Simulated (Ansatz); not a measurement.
CaCu₂Si₂: enthalpy against pressure

CaCu₂Si₂, I4/mmm, a = 4.003 Å, c = 9.816 Å. The structure is a COD entry; whether it is the stable form wasn't checked. Ansatz: PBEsol, PAW, 420 eV, Γ-centred 12×12×12 mesh on 5 atoms, Gaussian smearing 0.10 eV; no spin polarisation. Cell and atoms are relaxed at each pressure, and no other structure is tried, so the rows at high pressure may lie past a change of phase. y is the enthalpy over the state at zero pressure; there V0 = 15.733 Å³/atom. The pressures are the targets, met within 0.02 GPa.

```
P (GPa) y (eV/atom)
   -1.0      -0.0987
    0.0       0.0000
    1.0       0.0977
    4.0       0.3856
   12.0       1.1206
   25.0            ?
   50.0       4.1995
   90.0       7.0178
```

Q: Fit y = c1 P + c2 P² + c3 P³ to the other rows, say what c1 and c2 mean, and predict the missing value.

A: Least squares on the rows shown. y = 0.097231 P − 0.00032850 P² + 1.2728×10⁻⁶ P³. Since dH/dP = V, c1 is V0: 0.097231 eV/GPa × 160.2 = 15.576 Å³ against 15.733; c2 = −V0/(2B0) gives B0 = 148 GPa, where a Birch–Murnaghan fit to the volumes of the same runs (not shown) gives 103 GPa: a cubic over this range folds the higher terms into c2. Above P = −c2/(3 c3) = 86 GPa the cubic's slope, the volume, would rise with pressure, so the form fails there. At P = 25.0 the fit asked for gives 2.2453 eV/atom. The run gave 2.2366 eV/atom, so the fit is 0.0087 eV/atom too high, 0.12 % of the span of the series, against an rms of 0.0010 eV/atom on the fitted rows. With a term in P⁴ added, a fit to the same known rows predicts 2.2341 eV/atom, so most of the miss is curvature that the known rows already hold. Also, this row ran on the mesh 14×14×14, its neighbour on 12×12×12, which can shift it a little.

The mesh isn't the same in all rows (12×12×12, 14×14×14).